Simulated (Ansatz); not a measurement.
**What DFT gives for YbCdCu4**

```xyz
6
Lattice="0.0000 3.5413 3.5413 3.5413 0.0000 3.5413 3.5413 3.5413 0.0000" Properties=species:S:1:pos:R:3 pbc="T T T"
Cu    4.4295    4.4295    4.4295
Cu    4.4295    2.6532    2.6532
Cu    2.6532    2.6532    4.4295
Cu    2.6532    4.4295    2.6532
Cd    0.0000    0.0000    0.0000
Yb    1.7707    1.7707    1.7707
```

Level: r2SCAN, no spin polarisation; 500 eV; 6×6×6 Γ-centred mesh; gaussian occupations (width 0.0887 eV); Ansatz 0.2.0, fixed geometry.

**Contacts.** Cu–Cu at 2.50 Å: least valence density 0.30 e/Å³ and ELF 0.24 there. Cu–Cd at 2.94 Å: least valence density 0.19 e/Å³ and ELF 0.25 there. Cu–Yb at 2.94 Å: least valence density 0.16 e/Å³ and ELF 0.12 there. These are pseudo-fields; inside the PAW spheres they differ from the all-electron ones.
**Charges.** Bader charges in e: Yb +1.36, Cd -0.07, Cu -0.32. In the mean Yb gives up most and Cu takes most.
**Electronic structure.** It is a metal, with about 5.5 states/eV a cell as the mean within 0.25 eV of the Fermi level, mostly Yb f (38 %), Yb d (20 %) and Cu d (13 %).
**Stress.** The pressure is 2.2 GPa (compression positive), so with the atoms held at these fractions the cell would first expand.
**Forces.** The largest is on Cu1 (and as large on other atoms): 0.06 eV/Å, components (0.04, 0.04, 0.04). It makes 35° with the line to a nearest neighbour, Cu2 at 2.50 Å, pointing towards it.

Origin: a known structure type with other elements, at an estimated volume, so it need not be a known compound. Caveats: no spin polarisation, so a magnetic state may lie lower; f levels without a U or exact exchange are poorly placed.
